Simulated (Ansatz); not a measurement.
GaN (P6_3mc): from strained cells to moduli

```
Ga N
1.0
     3.15181    0.00000    0.00000
    -1.57591    2.72955    0.00000
     0.00000    0.00000    5.13840
Ga N
2 2
Direct
  0.33333 0.66667 0.99930
  0.66667 0.33333 0.49930
  0.33333 0.66667 0.37570
  0.66667 0.33333 0.87570
```

The conventional cell has a = 3.152 Å, b = 3.152 Å, c = 5.138 Å, α = 90.00°, β = 90.00°, γ = 120.00°. Around Ga (atom 1) lie 4 N at 1.93 Å. N (atom 3) is surrounded by 4 Ga at 1.93 Å.

Level of theory, where no other is named: LDA, all-electron LAPW in Ansatz 0.2.0, scalar-relativistic. k mesh 8×8×4, fixed occupations, basis error target 1 meV/atom. The cell was relaxed by PAW under this functional.

The cell is hexagonal and carries a residual pressure of 0.20 GPa at this level. Each strain component that symmetry leaves independent is applied at ±0.003, the ions relax wherever a strain frees them, and the stress (tension positive, GPa) is read. Shears are engineering strains, γ = 2ε.

```tsv
strain	size	σxx	σyy	σzz	σyz	σxz	σxy
xx	-0.003	-1.3096	-0.6196	-0.4976	0.0000	0.0000	0.0000
xx	+0.003	0.8987	0.2161	0.1101	0.0000	0.0000	0.0000
zz	-0.003	-0.5071	-0.5071	-1.4282	0.0000	0.0000	0.0000
zz	+0.003	0.1008	0.1008	1.0352	0.0000	0.0000	0.0000
yz	-0.003	-0.1987	-0.1973	-0.1920	-0.2896	0.0000	0.0000
yz	+0.003	-0.1987	-0.1973	-0.1920	0.2896	0.0000	0.0000
```

A central difference gives one constant, for example C11 ≈ (0.8987 − (-1.3096))/(0.006) = 368.0 GPa; the program then imposes the crystal's symmetry on the whole matrix.

Problem. What are the independent elastic constants?

Solution. C11 = 368.0, C12 = 139.3, C13 = 101.3, C33 = 410.6, C44 = 96.5 GPa.

Problem. Is the crystal stable against homogeneous strain?

Solution. The least eigenvalue of the 6×6 matrix is 96.5 GPa, so yes.

Problem. What moduli does a random aggregate of grains have?

Solution. Voigt and Reuss bounds: B from 203.4 to 203.4 and G from 111.9 to 115.1 GPa; their means are B = 203.4 and G = 113.5 GPa. Then E = 9BG/(3B + G) = 287.1 GPa, ν = (3B − 2G)/(6B + 2G) = 0.265 and B/G = 1.79, on the ductile side of Pugh's 1.75 (a rule of thumb, made for metals; it doesn't predict ductility here).

Problem. With the density of 6.290 g/cm³, how fast does sound travel, and what Debye temperature follows?

Solution. 

```csv
direction,slow (m/s),middle (m/s),fast (m/s)
x,3917,4264,7649
y,3917,4264,7649
z,3917,3917,8079
```

The mean of v⁻³ over directions and branches gives v_m = 4711 m/s and θ_D = (ħ/k_B) v_m (6π²n)^(1/3) = 630 K, n being atoms per volume. Young's modulus spans 260 to 370 GPa over directions, and the universal anisotropy index is 0.15.

Problem. How far do the constants move if PAW replaces LAPW in the same cell?

Solution. 

```json
{"constant": "C11", "LAPW (GPa)": "368.0", "PAW (GPa)": "368.1", "difference": "0.1"}
{"constant": "C12", "LAPW (GPa)": "139.3", "PAW (GPa)": "138.6", "difference": "-0.7"}
{"constant": "C13", "LAPW (GPa)": "101.3", "PAW (GPa)": "100.3", "difference": "-1.0"}
{"constant": "C33", "LAPW (GPa)": "410.6", "PAW (GPa)": "408.7", "difference": "-1.9"}
{"constant": "C44", "LAPW (GPa)": "96.5", "PAW (GPa)": "96.6", "difference": "0.1"}
```

Limits of these numbers: constants at zero field, no piezoelectric stiffening; the frozen-core PAW files of the compared runs were fitted under PBE, their cores solved anew for this functional.
